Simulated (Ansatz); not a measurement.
**RbCaH3: clamped-ion strain scan**

Level of theory: DFT r2SCAN, scalar-relativistic, plane waves, PAW (Ansatz 0.2.0). Cutoff 500 eV, Γ-centred 6×6×6 k-points, Gaussian smearing of 0.05 eV. No spin polarisation. Energies are free energies at this smearing, counted from the undisturbed cell; pressure is positive in compression.

The starting cell (as given, not relaxed at this level; it stands at -0.5 GPa, and it needn't be the usual structure):

```
Rb Ca H
1.0
     4.54700    0.00000    0.00000
     0.00000    4.54700    0.00000
     0.00000    0.00000    4.54700
Rb Ca H
1 1 3
Direct
  0.00000 0.00000 0.00000
  0.50000 0.50000 0.50000
  0.00000 0.50000 0.50000
  0.50000 0.00000 0.50000
  0.50000 0.50000 0.00000
```

The cell is strained by ε times the Voigt pattern (0, 0, 0, 1, 0, 0) (xx, yy, zz, yz, xz, xy; engineering shear) with fractional coordinates fixed.

(ε, ΔE (meV/atom)): (-0.0600, 4.0), (-0.0300, 1.0), (0.0000, 0.0), (0.0075, 0.1), (0.0150, 0.2), (0.0225, 0.6), (0.0375, 1.6), (0.0450, 2.2), (0.0525, 3.1)

By symmetry 0.0600 repeats -0.0600, -0.0450 repeats 0.0450, 0.0300 repeats -0.0300, -0.0150 repeats 0.0150 in energy, with the opposite slope along the path.